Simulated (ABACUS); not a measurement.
A self-consistent single point of YSi (Cmcm, 8 atoms in the cell; from Materials Project mp-9972, changed as shown) with ABACUS.

Level of theory: LDA (PW92), numerical atomic orbitals SZP (confined pseudo-atomic orbitals with Gaussian additions; energy shift 0.003 Ry), PseudoDojo 0.4 standard norm-conserving LDA (tails mended) pseudopotentials (ABACUS).

The change in words: lattice scaled by 0.98. Reference geometry (Cmcm):
```
CELL_PARAMETERS angstrom
      4.28660     0.00000     0.00000
      0.00000    10.56755     0.00000
      0.00000     0.00000     3.83365
ATOMIC_POSITIONS crystal
  Y  0.50000 0.35937 0.75000
  Y  0.00000 0.14063 0.25000
  Y  0.00000 0.85937 0.75000
  Y  0.50000 0.64063 0.25000
  Si 0.50000 0.07552 0.75000
  Si 0.00000 0.42448 0.25000
  Si 0.00000 0.57552 0.75000
  Si 0.50000 0.92448 0.25000
```

Reference input (self-consistent single point, DFT, LDA (PW92), numerical atomic orbitals SZP (confined pseudo-atomic orbitals with Gaussian additions; energy shift 0.003 Ry), PseudoDojo 0.4 standard norm-conserving LDA (tails mended) pseudopotentials): basis = SZP numerical atomic orbitals, energy shift 0.003 Ry; KPT = Gamma 6 2 6 0 0 0; basis_type = lcao; dft_functional = PWLDA; ecutwfc = 100 Ry; smearing_method = fd; smearing_sigma = 0.00734986 Ry; potentials = PseudoDojo 0.4 standard norm-conserving LDA (tails mended); symmetry = 1; ks_solver = scalapack_gvx; scf_nmax = 100; scf_thr = 1.0e-07. This run's input differs from it in these lines:

```diff
@@ -32,5 +32,5 @@
 LATTICE_VECTORS
-   4.2866000000    0.0000000000    0.0000000000
-   0.0000000000   10.5675500000    0.0000000000
-   0.0000000000    0.0000000000    3.8336500000
+   4.2008680000    0.0000000000    0.0000000000
+   0.0000000000   10.3561990000    0.0000000000
+   0.0000000000    0.0000000000    3.7569770000
```

Log, with long lists cut:

```
 SELF-CONSISTENT
 -------------------------------------------

                  longest orb rcut (Bohr) = 9.8
   longest nonlocal projector rcut (Bohr) = 1.94
                     search radius (Bohr) = 23.5

                          real space grid = [ 54, 125, 45 ]
                                 init_chg = atomic

 LCAO ALGORITHM --------------- ION=   1  ELEC=   1--------------------------------

 Density error is 0.0533693057359
 E_KohnSham     -361.3765873461      -4916.7807117017
 E_Fermi        0.8266616825         11.2473092003

 LCAO ALGORITHM --------------- ION=   1  ELEC=   2--------------------------------

   [... lines left out ...]

   [... 5 blocks of this kind left out ...]

 LCAO ALGORITHM --------------- ION=   1  ELEC=   8--------------------------------

 Density error is 1.89409470587e-07
 E_KohnSham     -361.4155634496      -4917.3110087948
 E_Fermi        0.8166280805         11.1107950412

 LCAO ALGORITHM --------------- ION=   1  ELEC=   9--------------------------------

 Density error is 4.53818468856e-08
 E_KohnSham     -361.4155634495      -4917.3110087944
 E_KS(sigma->0) -361.4093389715      -4917.2263204255
 E_entropy(-TS) -0.0124489562        -0.1693767379
 E_Fermi        0.8166280416         11.1107945128
 charge density convergence is achieved
 final etot is -4917.3110088 eV
 EFERMI = 11.110794513 eV

 STATE ENERGY(eV) AND OCCUPATIONS    NSPIN == 1
   [... 37 lines left out ...]

 TOTAL-FORCE (eV/Angstrom)
                        Y1         0.0000000000        -0.0698117106         0.0000000000
                        Y2         0.0000000000         0.0696831340         0.0000000000
                        Y3         0.0000000000        -0.0696831340         0.0000000000
                        Y4         0.0000000000         0.0698117106         0.0000000000
                       Si1         0.0000000000         0.3960985020         0.0000000000
                       Si2         0.0000000000        -0.3958802567         0.0000000000
                       Si3         0.0000000000         0.3958802567         0.0000000000
   [... lines left out ...]

 TOTAL-STRESS (KBAR)
        20.7997129009         0.0000000000         0.0000000000
         0.0000000000        32.0479069636         0.0000000000
         0.0000000000         0.0000000000        46.2265676110
 TOTAL-PRESSURE: 33.024729 KBAR

 --------------------------------------------
 !FINAL_ETOT_IS -4917.3110087943805411 eV
 --------------------------------------------
```

The run converged in 9 iterations. Against the reference run the free energy goes up by 1.3 meV/atom, the pressure goes from -2.69 to 3.30 GPa and the largest force goes from 0.319 to 0.396 eV/Å.

The atom-centred basis is finite, which shifts total energies, pressures and forces against plane waves. A single-zeta basis is rough, for pressures and forces above all. The structure comes from a collection of computed structures, made at another level of theory; the collection holds predicted forms beside known ones. No clean gap shows at this smearing width and mesh (spacing up to 0.30 Å⁻¹); the mesh is coarse for partly filled bands, so the values carry mesh errors.

Cost on one core: roughly 70 core-seconds.

The atomic orbitals were generated for these runs; they are not ABACUS's published sets and were checked against plane waves on a few crystals only.

“Tails mended”: in these copies of the files the far tail of each local potential was reset to the Coulomb form.
